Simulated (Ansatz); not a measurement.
This run works on a generated trial structure, not on a known crystal.

Input and command of a plane-wave DFT calculation in Ansatz:

```yaml
crystal:
  lattice:
    - [-2.3935159182, 2.6178544754, 3.373434401]
    - [2.3935159182, -2.6178544754, 3.373434401]
    - [2.3935159182, 2.6178544754, -3.373434401]
  atoms:
    - { symbol: P, position: [0.2454939007, 0.2454939007, 0.0] }
    - { symbol: P, position: [0.7545060993, 0.7545060993, 0.0] }
    - { symbol: P, position: [0.3348122, 0.8348122, 0.5] }
    - { symbol: P, position: [0.6651878, 0.1651878, 0.5] }
    - { symbol: C, position: [0.0, 0.0, 0.0] }
basis:
  ecutwfc: 420
kpoints:
  mp_grid: { grid: [10, 10, 10] }
hamiltonian:
  xc: pbe
scf:
  occupations: { method: gaussian, width: 0.1 }
output:
  forces: true
  stress: true
  eigenvalues: true
  write_density: true
  write_potential: true
  elf: true
  volumetric_format: npy
relax:
  adjacent_minimum: "off"
  f_tol: 0.01
  max_steps: 80
  cell: { stress_tol: 0.05 }
```

```bash
ansatz run input.yaml --threads 1 --pin off --max-ram 2560MiB --backend cpu --events-out ev --progress --plain --runs-dir out
```

Processor: Intel(R) Xeon(R) 6975P-C (Granite Rapids), 1 thread, on a host shared with other jobs.

**Question.** How long does it run, and how much memory does it take?

**Answer.** About 110 s, peak memory 0.57 GiB. It solves 17 bands at 171 k points (after reduction by symmetry) with about 1631 plane waves (on the last cell), in 69 SCF iterations over 13 ionic steps.
